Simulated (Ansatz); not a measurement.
HfC:
```xyz
6
Lattice="4.5155 0.0000 0.0000 0.0000 4.5155 0.0000 0.0000 0.0000 4.5155" Properties=species:S:1:pos:R:3 pbc="T T T"
Hf     0.0000     2.2578     2.2578
Hf     2.2578     0.0000     2.2578
Hf     2.2578     2.2578     0.0000
C      2.2578     0.0000     0.0000
C      0.0000     2.2578     0.0000
C      0.0000     0.0000     2.2578
```

Relaxed with PBEsol. Special points in fractions of this cell's reciprocal vectors: Γ (0.000, 0.000, 0.000); X (0.000, 0.500, 0.000); M (0.500, 0.500, 0.000); R (0.500, 0.500, 0.500).

List the band energies nearest the Fermi level at these points for PBEsol (plane waves, PAW; program Ansatz).

In eV from the Fermi level; about four levels below and three above (degenerate sets whole), none deeper than 8.9 eV; points with the same levels are listed once.

```json
[
 {"k": "Γ", "below": "-1.78 -1.78 -1.78 -0.87 -0.87 -0.87", "above": "0.46 0.46 0.46"},
 {"k": "X", "below": "-0.60 -0.60 -0.41 -0.19", "above": "0.10 0.10 1.88 1.88"},
 {"k": "M", "below": "-1.39 -1.39 -0.86 -0.02", "above": "0.96 0.96 1.83"},
 {"k": "R", "below": "-4.87 -3.17 -3.17 -3.17", "above": "0.50 0.50 0.50"}
]
```

Space group Pm-3m. The start of the workflow was typed in or built on a structure type; neither database checked (COD, Materials Project) lists it. It is not the phase usual at ambient conditions (space group No. 225). The PBEsol relaxation kept the symmetry of its start; whether a distortion lowers the energy is not shown. No spin polarisation was allowed. Its formation energy is positive at this level, so the cell may be metastable or incomplete. Scalar-relativistic: spin–orbit coupling is off unless named, which matters more the heavier the elements.

Potentials: the earlier of the program's two PAW sets. The files were generated under PBE; for other functionals the program regenerates the frozen cores, and for LDA and PBEsol the local potential too.
